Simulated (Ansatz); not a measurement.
Sr2TaNO3:
```yaml
crystal:
  lattice:
    - [-2.00209, 2.02709, 6.33133]
    - [2.00209, -2.02709, 6.33133]
    - [2.00209, 2.02709, -6.33133]
  atoms:
    - { symbol: Sr, position: [0.64527, 0.64527, 0.00000] }
    - { symbol: Sr, position: [0.35473, 0.35473, 0.00000] }
    - { symbol: Ta, position: [0.00000, 0.00000, 0.00000] }
    - { symbol: N, position: [0.50000, 0.00000, 0.50000] }
    - { symbol: O, position: [0.83949, 0.83949, 0.00000] }
    - { symbol: O, position: [0.16051, 0.16051, 0.00000] }
    - { symbol: O, position: [0.00000, 0.50000, 0.50000] }
```

Relaxed with r²SCAN.

Problem. Map the electron localisation function on the plane through (0.645, 0.645, 0.000) spanned by u = [1, 1, 0] and v = [0, 1, 1] in lattice vectors, from DFT-r²SCAN in the program Ansatz with PAW potentials.

Solution. x is the fraction of u, y of v (the angle between them is 90°; rows are the nearest grid lines); atoms in the plane: Sr at (0.00, 0.00), Sr at (0.71, 0.00), Ta at (0.35, 0.00), N at (0.85, 0.50), O at (0.19, 0.00), O at (0.52, 0.00), O at (0.35, 0.50).
```
y \ x  0.000  0.100  0.175  0.275  0.375  0.450  0.550  0.625  0.725  0.825  0.900   1.00
-----  -----  -----  -----  -----  -----  -----  -----  -----  -----  -----  -----  -----
1.00   0.007  0.086  0.543  0.211  0.241  0.552  0.794  0.313  0.081  0.031  0.181  0.007
0.900  0.583  0.071  0.791  0.170  0.694  0.505  0.835  0.230  0.668  0.037  0.077  0.583
0.850  0.836  0.062  0.825  0.138  0.734  0.431  0.817  0.150  0.840  0.082  0.058  0.836
0.750  0.744  0.039  0.662  0.081  0.177  0.140  0.623  0.040  0.669  0.592  0.382  0.744
0.700  0.320  0.029  0.481  0.113  0.543  0.075  0.446  0.022  0.214  0.756  0.668  0.320
0.600  0.019  0.016  0.068  0.444  0.790  0.165  0.067  0.013  0.030  0.771  0.809  0.019
0.550  0.020  0.014  0.021  0.567  0.639  0.267  0.021  0.013  0.044  0.651  0.796  0.020
0.450  0.020  0.014  0.021  0.567  0.638  0.267  0.021  0.013  0.044  0.653  0.796  0.020
0.400  0.019  0.016  0.068  0.444  0.790  0.165  0.067  0.013  0.030  0.770  0.809  0.019
0.300  0.320  0.029  0.481  0.113  0.543  0.075  0.446  0.022  0.214  0.756  0.669  0.320
0.250  0.744  0.039  0.662  0.081  0.177  0.140  0.623  0.040  0.669  0.591  0.381  0.744
0.150  0.835  0.061  0.825  0.139  0.734  0.431  0.817  0.149  0.840  0.082  0.058  0.835
0.100  0.582  0.069  0.791  0.171  0.694  0.505  0.835  0.234  0.668  0.036  0.074  0.582
0.000  0.007  0.086  0.543  0.211  0.241  0.552  0.794  0.313  0.081  0.031  0.181  0.007
```

The density is the valence pseudo-density with augmentation charge, so density and ELF within about 1 Å of a nucleus are not all-electron values.

Space group Immm. The first step of the workflow began from a Materials Project structure, measured or hypothetical; the Crystallography Open Database copy checked does not list it. With N and O taken as one species the cell has the higher symmetry I4/mmm, so it may be an ordered model of a mixed-site phase. Its standing as an ambient phase is unchecked. The cell was relaxed with r²SCAN under the symmetry of its start; whether a distortion lowers the energy is not shown. No spin polarisation was allowed. Scalar-relativistic: spin–orbit coupling is off unless named, which matters more the heavier the elements.

Potentials: the later of the program's two PAW sets.
